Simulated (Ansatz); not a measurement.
FeSi2 in space group P4/mmm (No. 123; Fe on 1a, Si on 2h) under volume change, the program Ansatz at the LDA level (PAW), shape and atoms relaxed at each volume.

```
V (Å³/atom)  E − E(relaxed) (meV/atom)  P (GPa)
-----------  -------------------------  -------
10.871                            72.4    23.52
11.230                            30.3    14.35
11.588                               …        …
11.946                             0.0     0.00
12.305                             6.5    -5.62
12.663                            24.5   -10.42
13.022                               …        …
```

Q: Complete the blanks.

A: 
- 13.022, E − E(relaxed) (meV/atom): 52.4
- 13.022, P (GPa): -14.33
- 11.588, E − E(relaxed) (meV/atom): 7.1
- 11.588, P (GPa): 6.57

Q: What does a third-order Birch–Murnaghan fit give for V₀, B₀ and B′?

A: V₀ = 11.95 Å³/atom, B₀ = 202 GPa, B′ = 4.5.

The first step of the workflow began from a Materials Project structure, measured or hypothetical; the Crystallography Open Database files this formula in space group No. 123, but the cells were not matched. Its standing as an ambient phase is unchecked. The LDA relaxation kept the symmetry of its start; of distortions, only those at the zone centre were tested. The run is not spin-polarised.

Potentials: the later of the program's two PAW sets.
